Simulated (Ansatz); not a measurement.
PbS:
```xyz
2
Lattice="0.0000 2.9670 2.9670 2.9670 0.0000 2.9670 2.9670 2.9670 0.0000" Properties=species:S:1:pos:R:3 pbc="T T T"
Pb     0.0000     0.0000     0.0000
S      2.9670     2.9670     2.9670
```

Relaxed with PBE+D3(BJ). Special points in fractions of this cell's reciprocal vectors: Γ (0.000, 0.000, 0.000); X (0.500, 0.000, 0.500); U (0.625, 0.250, 0.625); K (0.375, 0.375, 0.750); L (0.500, 0.500, 0.500); W (0.500, 0.250, 0.750).

### Question
List the band energies nearest the valence-band maximum at these points for PBE+D3(BJ) in the plane-wave PAW code Ansatz.

### Answer
In eV from the valence-band maximum; about four levels below and three above (degenerate sets whole), none deeper than 8.9 eV; points with the same levels are listed once.

```tsv
k	below	above
Γ	-6.03 -2.17 -2.17 -2.17	5.21 5.21 5.21
X	-7.19 -5.19 -3.44 -3.44	3.85 5.57 5.68 5.68
U	-7.97 -4.78 -2.94 -2.48	3.32 4.12 5.04
L	-8.84 -1.78 -1.78 0.00	0.36 1.96 1.96
W	-7.94 -4.42 -4.42 -1.03	2.19 4.66 4.66
```

Space group Fm-3m (rock salt). Symmetry was held in the PBE+D3(BJ) relaxation. Scalar-relativistic: spin–orbit coupling is off unless named, which matters more the heavier the elements.

Potentials: the later of the program's two PAW sets.
